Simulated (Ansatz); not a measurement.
AlN:
```xyz
2
Lattice="0.0000 2.0226 2.0226 2.0226 0.0000 2.0226 2.0226 2.0226 0.0000" Properties=species:S:1:pos:R:3 pbc="T T T"
Al     2.0226     2.0226     2.0226
N      0.0000     0.0000     0.0000
```

Relaxed with PBEsol. Plane-wave PAW PBEsol (Ansatz code) gives a gap of 4.55 eV.

Question: What gap does HSE06 give on the same cell (Ansatz, PAW)?

Answer: 6.02 eV, 1.48 eV more. The hybrid was solved on a coarser mesh and at special points; its gap is the smallest among all of these.

```csv
k,v1 PBEsol,c1 PBEsol,v1 HSE06,c1 HSE06
Γ,0.00,5.63,___,___
X,-2.82,4.55,-3.04,6.02
L,-1.09,6.04,___,___
W,-3.94,8.05,___,___
K,-2.31,5.76,___,___
```

Question: Top valence (v1) and lowest conduction level (c1) in eV from each method's valence maximum (which need not be a listed point): supply the withheld HSE06 values.

Answer: 
- Γ, v1 HSE06: 0.00
- Γ, c1 HSE06: 7.18
- L, v1 HSE06: -1.18
- L, c1 HSE06: 7.53
- K, v1 HSE06: -2.50
- K, c1 HSE06: 7.27
- W, v1 HSE06: -4.17
- W, c1 HSE06: 9.73

Cost on shared cores: the PBEsol run (SCF on a 12×12×12 mesh, then bands and DOS) about 9 core-seconds (a rough figure), the HSE06 run (SCF on 9×9×9, then a few points) about 110 core-seconds (a rough figure); the tasks are unlike.

Space group Fm-3m (rock salt). This is a known high-pressure phase of the composition, computed here at zero pressure and temperature. The cell was relaxed with PBEsol under the symmetry of its start; its stability against distortions is not shown here.

Potentials: the later of the program's two PAW sets.
